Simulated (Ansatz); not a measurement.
NbAs2 in space group C2/m (No. 12; Nb on 4i, As on 4i, As on 4i), DFT-LDA in the program Ansatz with PAW potentials, all energies at zero smearing, with the estimated change up to a 700 eV cutoff added, with one set of potentials and settings (totals compare only within such a set). Cell of 6 atoms (2 Nb, 4 As): -27983.505 eV.

```csv
element,reference phase,E (eV/atom)
Nb,"Im-3m, 1 atoms in the cell",-4442.5966
As,"R-3m, 2 atoms in the cell",-4773.6736
```

Formation energy per atom, worked out: (-27983.505 − 2×(-4442.5966) − 4×(-4773.6736))/6 = -0.603 eV/atom (-58 kJ per mol of atoms), at 0 K, without zero-point energy or fitted corrections.

The first step of the workflow began from a Materials Project structure, measured or hypothetical; the Crystallography Open Database files this formula in space group No. 12, but the cells were not matched. Its standing as an ambient phase is unchecked. The cell was relaxed with LDA under the symmetry of its start; its stability against distortions is not shown here. No spin polarisation was allowed. The references are the lowest solids computed at this level, not always the standard phases.

Potentials: the later of the program's two PAW sets.
